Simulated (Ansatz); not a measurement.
Given:

GeOs:
Space group P-6m2 (No. 187); a = 3.534 Å, b = 3.534 Å, c = 2.986 Å, α = 90.00°, β = 90.00°, γ = 120.00°

```csv
atom,site,symmetry,x,y,z
Os,1a,-6m2,0.0000,0.0000,0.0000
Ge,1f,-6m2,0.6667,0.3333,0.5000
```

This is the PBE-relaxed structure.

Task: All from PBE in the plane-wave PAW code Ansatz, unless another level is named. Estimate the electronic character.

Result: metallic (no gap).

Task: Predict the density of states at the Fermi level.

Result: 0.63 states/eV per atom (mean over ±0.08 eV).

Task: Predict the formation energy from the elements (no fitted shifts).

Result: 0.29 eV/atom.

Task: Next, the gap with spin–orbit coupling?

Result: none (metallic).

A made-up cell: these elements were put on the sites of a structure type; neither database checked (COD, Materials Project) lists it. Whether it is the stable phase at ambient conditions was not checked. Symmetry was held in the PBE relaxation; its stability against distortions is not shown here. The run is not spin-polarised. The references are the lowest solids computed at this level, not always the standard phases. Scalar-relativistic: spin–orbit coupling is off unless named, which matters more the heavier the elements.

Potentials: the earlier of the program's two PAW sets.
